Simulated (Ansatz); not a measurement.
WO₃:
```yaml
crystal:
  lattice:
    - [3.85850, 0.00000, 0.00000]
    - [0.00000, 7.67346, 0.00000]
    - [-0.00261, 0.00000, 7.47664]
  atoms:
    - { symbol: W, position: [0.95270, 0.27875, 0.25228] }
    - { symbol: W, position: [0.04730, 0.72125, 0.74772] }
    - { symbol: W, position: [0.04730, 0.77875, 0.24772] }
    - { symbol: W, position: [0.95270, 0.22125, 0.75228] }
    - { symbol: O, position: [0.99591, 0.99072, 0.73178] }
    - { symbol: O, position: [0.00409, 0.00928, 0.26822] }
    - { symbol: O, position: [0.00409, 0.49072, 0.76822] }
    - { symbol: O, position: [0.99591, 0.50928, 0.23178] }
    - { symbol: O, position: [0.00018, 0.73178, 0.49879] }
    - { symbol: O, position: [0.99982, 0.26822, 0.50121] }
    - { symbol: O, position: [0.99982, 0.23178, 0.00121] }
    - { symbol: O, position: [0.00018, 0.76822, 0.99879] }
    - { symbol: O, position: [0.50770, 0.73900, 0.75010] }
    - { symbol: O, position: [0.49230, 0.26100, 0.24990] }
    - { symbol: O, position: [0.49230, 0.23900, 0.74990] }
    - { symbol: O, position: [0.50770, 0.76100, 0.25010] }
```

PBEsol (plane waves, PAW; program Ansatz) gives a gap of 1.40 eV without spin–orbit coupling, maximum at Y2, minimum at Γ.

**Question.** What happens when spin–orbit coupling is switched on?

**Answer.** The gap drops by 0.07 eV, to 1.33 eV; maximum at Y2, minimum at Γ.

Space group P2_1/c. The workflow started from a Materials Project entry (that database holds measured and hypothetical structures alike); the Crystallography Open Database files this formula in space group No. 14, but the cells were not matched. Its standing as an ambient phase is unchecked. The cell was relaxed with PBEsol under the symmetry of its start; whether a distortion lowers the energy is not shown. No spin polarisation was allowed. No Hubbard U is applied.

Potentials: the later of the program's two PAW sets.
